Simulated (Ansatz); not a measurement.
TiAu (Pm-3m), a sublattice moved along a line

The calculation used DFT r2SCAN, scalar-relativistic, plane waves, PAW in Ansatz. Settings: plane waves to 500 eV, k-mesh 14×14×14 (Γ-centred), Gaussian smearing 0.15 eV. Spin–orbit coupling is left out, which can shift energies with elements as heavy as these. No spin polarisation. Energies are free energies at this smearing, counted from the undisturbed cell; pressure is positive in compression.

Reference structure (as given, not relaxed at this level; it stands at -1.6 GPa, and it needn't be the usual structure):

```xyz
2
Lattice="3.2540 0.0000 0.0000 0.0000 3.2540 0.0000 0.0000 0.0000 3.2540" Properties=species:S:1:pos:R:3 pbc="T T T"
Ti    1.6270    1.6270    1.6270
Au    0.0000    0.0000    0.0000
```

Every Au atom is moved by x along the Cartesian unit vector (-1.000, 0.000, 0.000); the cell and all other atoms stay fixed. The cell is metallic on the mesh throughout.

| x (Å) | ΔE (meV/cell) |
| --- | --- |
| -0.5000 | 343.8 |
| -0.2500 | 78.7 |
| 0.0000 | 0.0 |
| 0.0625 | 5.2 |
| 0.1250 | 20.5 |
| 0.1875 | 45.4 |
| 0.3125 | 120.1 |
| 0.3750 | 174.1 |
| 0.4375 | 247.4 |

Predict the force along x on the moved atoms (eV/Å) at each point.

| x (Å) | force along x on the moved atoms (eV/Å) |
| --- | --- |
| -0.5000 | 1.74 |
| -0.2500 | 0.59 |
| 0.0000 | 0.00 |
| 0.0625 | -0.16 |
| 0.1250 | -0.32 |
| 0.1875 | -0.47 |
| 0.3125 | -0.74 |
| 0.3750 | -1.00 |
| 0.4375 | -1.35 |